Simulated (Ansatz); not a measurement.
The relaxed structure here is a generated cell of Cu2O: the first start was made by placing the elements on the sites of a structure type, and the end was not matched to a known phase here, so it may be hypothetical. Known forms of Cu2O include space group No. 224.

One starting cell of Cu₂O (a generated trial cell of Cu2O in the AFLOW prototype AB2_hP6_194_c_ad (B8_2, as in InNi2)) was relaxed twice with Ansatz (plane waves, PAW, scalar-relativistic): with r2SCAN at 500 eV and with PBE at 420 eV. The r2SCAN result:

```yaml
crystal:
  lattice:
    - [3.42198, 0.00000, 0.00000]
    - [-1.71099, 2.96352, 0.00000]
    - [0.00000, 0.00000, 6.45298]
  atoms:
    - { symbol: O, position: [0.33333, 0.66667, 0.25000] }
    - { symbol: O, position: [0.66667, 0.33333, 0.75000] }
    - { symbol: Cu, position: [0.00000, 0.00000, 0.00000] }
    - { symbol: Cu, position: [0.00000, 0.00000, 0.50000] }
    - { symbol: Cu, position: [0.33333, 0.66667, 0.75000] }
    - { symbol: Cu, position: [0.66667, 0.33333, 0.25000] }
```

| quantity | r2SCAN | PBE |
|---|---|---|
| space group | P6₃/mmc | P6₃/mmc |
| volume (Å³/atom) | 10.91 | 11.42 |
| a (Å) | 3.422 | 3.456 |
| c (Å) | 6.453 | 6.625 |
| gap (eV, no spin-orbit coupling) | 0.00 | 0.00 |

Both levels end in the same structure; PBE's volume is 4.7 % larger. Neither column is exact.

No spin polarisation in the result. No Hubbard U is applied.

The run could not lose the symmetry of its start, so the end can be a saddle point.

All atoms sit on sites fixed by symmetry, so only the cell could relax.

Ansatz is a first-principles code.
